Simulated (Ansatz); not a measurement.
A structure of Mg₂Si relaxed with PBEsol (plane waves to 420 eV, PAW, scalar-relativistic; Ansatz, a quantum-chemistry and plane-wave program); single points at other levels follow on the same geometry (Ansatz, PAW; HSE06 at 420 eV on a 6×6×6 k-mesh; no spin-orbit coupling). Space group Fm-3m (No. 225).

Mg$_{2}$Si has the cubic space group Fm-3m (No. 225), Pearson symbol cF12. Conventional cell: a = 6.3253 Å, b = 6.3253 Å, c = 6.3253 Å, α = 90.00°, β = 90.00°, γ = 90.00°. Mg on 8c is coordinated by 4 Si at 2.739 Å (tetrahedral). Si on 4a is coordinated by 8 Mg at 2.739 Å (cubic). (Neighbours: up to the widest gap in distance over summed covalent radii, below 1.35, at either atom; cation-cation and far metal-metal contacts left out.)
(The calculation used a cell of 3 atoms; values per cell refer to that cell.)

| level | gap (eV) | kind | conduction minimum |
|---|---|---|---|
| PBEsol | 0.11 | indirect | X |
| HSE06 | ? | – | ? |

Problem. What belongs in the gaps?

Solution. 
- HSE06, gap (eV): 0.56
- HSE06, conduction minimum: X

HSE06 gaps come from a coarse mesh plus a few chosen points, so they may be too large. No spin polarisation in the result.

The run could not lose the symmetry of its start.

All atoms sit on sites fixed by symmetry, so only the cell could relax.

The first start was generated by a random draw of sites in a space group. A measured structure of Mg2Si has the same space group, Fm-3m (No. 225); the sites were not compared with it.
